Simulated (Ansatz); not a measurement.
FeBiO₃:
```yaml
crystal:
  lattice:
    - [3.79324, 0.00000, 0.00000]
    - [0.00000, 3.79324, 0.00000]
    - [0.00000, 0.00000, 3.79324]
  atoms:
    - { symbol: Fe, position: [0.50000, 0.50000, 0.50000], spin: 2.3 }
    - { symbol: O, position: [0.50000, 0.50000, 0.00000], spin: 0.1 }
    - { symbol: O, position: [0.00000, 0.50000, 0.50000], spin: 0.1 }
    - { symbol: O, position: [0.50000, 0.00000, 0.50000], spin: 0.1 }
    - { symbol: Bi, position: [0.00000, 0.00000, 0.00000] }
```

Relaxed with PBEsol.

**Question.** Which orbitals make up the states near the Fermi level in DFT-PBEsol in the program Ansatz with PAW potentials?

**Answer.** Within 0.5 eV of the Fermi level: Fe 3d 71 %, O 2p 17 %, Bi 6p 10 %. Projections are on Löwdin-orthogonalised atomic valence shells; empty p or d shells of many metals are not among them.

**Question.** Tabulate the density of states.

**Answer.** States/eV per cell of 5 atoms, in 0.25 eV bins, energy from the Fermi level.

| E (eV) | total | O 2p | Fe 3d | Bi 6p |
|---|---|---|---|---|
| -7.85 | 1.66 | 1.10 | 0.25 | 0.17 |
| -7.60 | 2.67 | 1.68 | 0.56 | 0.22 |
| -7.35 | 3.10 | 1.90 | 0.72 | 0.30 |
| -7.10 | 4.76 | 3.06 | 1.01 | 0.49 |
| -6.85 | 4.96 | 3.35 | 0.80 | 0.57 |
| -6.60 | 4.58 | 3.16 | 0.72 | 0.48 |
| -6.35 | 3.36 | 2.24 | 0.71 | 0.27 |
| -6.10 | 2.99 | 1.99 | 0.67 | 0.20 |
| -5.85 | 2.74 | 1.89 | 0.58 | 0.13 |
| -5.60 | 3.43 | 2.36 | 0.71 | 0.17 |
| -5.35 | 2.60 | 1.75 | 0.55 | 0.14 |
| -5.10 | 2.45 | 1.60 | 0.55 | 0.14 |
| -4.85 | 2.23 | 1.46 | 0.51 | 0.11 |
| -4.60 | 2.28 | 1.52 | 0.50 | 0.11 |
| -4.35 | 2.34 | 1.59 | 0.48 | 0.13 |
| -4.10 | 2.77 | 1.96 | 0.50 | 0.15 |
| -3.85 | 3.63 | 2.72 | 0.53 | 0.18 |
| -3.60 | 4.95 | 4.02 | 0.53 | 0.18 |
| -3.35 | 4.74 | 4.12 | 0.30 | 0.13 |
| -3.10 | 3.40 | 2.98 | 0.21 | 0.06 |
| -2.85 | 2.75 | 2.37 | 0.25 | 0.03 |
| -2.60 | 2.71 | 2.13 | 0.50 | 0.03 |
| -2.35 | 2.23 | 1.25 | 0.90 | 0.06 |
| -2.10 | 1.98 | 0.52 | 1.32 | 0.12 |
| -1.85 | 3.61 | 0.95 | 2.39 | 0.22 |
| -1.60 | 2.72 | 0.90 | 1.66 | 0.10 |
| -1.35 | 1.59 | 0.56 | 0.93 | 0.03 |
| -1.10 | 0.91 | 0.21 | 0.63 | 0.01 |
| -0.85 | 1.31 | 0.20 | 1.02 | 0.01 |
| -0.60 | 1.41 | 0.22 | 1.08 | 0.05 |
| -0.35 | 1.96 | 0.29 | 1.39 | 0.19 |
| -0.10 | 2.12 | 0.36 | 1.50 | 0.19 |
| 0.15 | 4.00 | 0.64 | 2.87 | 0.39 |
| 0.40 | 3.99 | 0.72 | 2.76 | 0.40 |
| 0.65 | 2.15 | 0.45 | 1.11 | 0.44 |
| 0.90 | 2.43 | 0.48 | 0.90 | 0.83 |
| 1.15 | 2.40 | 0.53 | 0.87 | 0.80 |
| 1.40 | 2.39 | 0.58 | 0.78 | 0.86 |
| 1.65 | 1.83 | 0.51 | 0.58 | 0.63 |
| 1.90 | 2.07 | 0.61 | 0.58 | 0.77 |
| 2.15 | 2.67 | 0.79 | 0.60 | 1.15 |
| 2.40 | 3.13 | 0.94 | 0.59 | 1.46 |
| 2.65 | 3.02 | 0.86 | 0.36 | 1.66 |
| 2.90 | 3.50 | 0.96 | 0.35 | 2.05 |
| 3.15 | 3.81 | 1.06 | 0.35 | 2.28 |
| 3.40 | 2.99 | 0.89 | 0.32 | 1.69 |
| 3.65 | 1.77 | 0.58 | 0.30 | 0.85 |
| 3.90 | 1.12 | 0.40 | 0.28 | 0.42 |
| 4.15 | 0.33 | 0.11 | 0.09 | 0.13 |
| 4.40 | 0.02 | 0.00 | 0.00 | 0.01 |
| 4.65 | 0.00 | 0.00 | 0.00 | 0.00 |

Space group Pm-3m (cubic perovskite). The workflow started from an entry of the Crystallography Open Database (COD); the relaxed space group is not among those it files for this formula. It is not the phase usual at ambient conditions (space group No. 161). Symmetry was held in the PBEsol relaxation; whether a distortion lowers the energy is not shown. Magnetic state: ferromagnetic, chosen from 4 collinear starts compared on coarse meshes (ties went to the first, and starts can fall back to one state), not a proven ground state. No Hubbard U is applied. The compound may be a true metal, but semilocal functionals without U, or a wrong spin order, can also close a gap. Spin–orbit coupling is left out wherever it is not named.

Potentials: the later of the program's two PAW sets.
